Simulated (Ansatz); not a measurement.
The relaxed structure here is a generated cell of Be: the first start was made by placing the elements on the sites of a structure type, and the end was not matched to a known phase here, so it may be hypothetical. Known forms of Be include space group No. 194.

One starting cell of Be (a generated trial cell of Be in the simple-cubic structure type) was relaxed twice with Ansatz (plane waves, PAW, scalar-relativistic): with PBEsol at 420 eV and with PBE at 420 eV. The PBEsol result:

```cif
data_Be
_chemical_formula_sum 'Be1'
_space_group_name_H-M_alt 'P 1'
_space_group_IT_number 1
_cell_length_a 2.16632
_cell_length_b 2.16632
_cell_length_c 2.16632
_cell_angle_alpha 90.000
_cell_angle_beta 90.000
_cell_angle_gamma 90.000
loop_
_space_group_symop_operation_xyz
  'x, y, z'
loop_
_atom_site_label
_atom_site_type_symbol
_atom_site_fract_x
_atom_site_fract_y
_atom_site_fract_z
_atom_site_occupancy
Be1 Be 0.00000 0.00000 0.00000 1
```

| quantity | PBEsol | PBE |
|---|---|---|
| space group | Pm-3m | Pm-3m |
| volume (Å³/atom) | 10.17 | [?] |
| a (Å) | 2.166 | [?] |
| gap (eV, no spin-orbit coupling) | 0.00 | [?] |

### Question
What does PBE give for the same quantities?

### Answer

- volume (Å³/atom), PBE: 10.27
- a (Å), PBE: 2.173
- gap (eV, no spin-orbit coupling), PBE: 0.00

Both levels end in the same structure; PBE's volume is 1.0 % larger. Neither column is exact.

No spin polarisation in the result.

The run could not lose the symmetry of its start, so the end can be a saddle point.

Ansatz is a quantum-chemistry and plane-wave program.
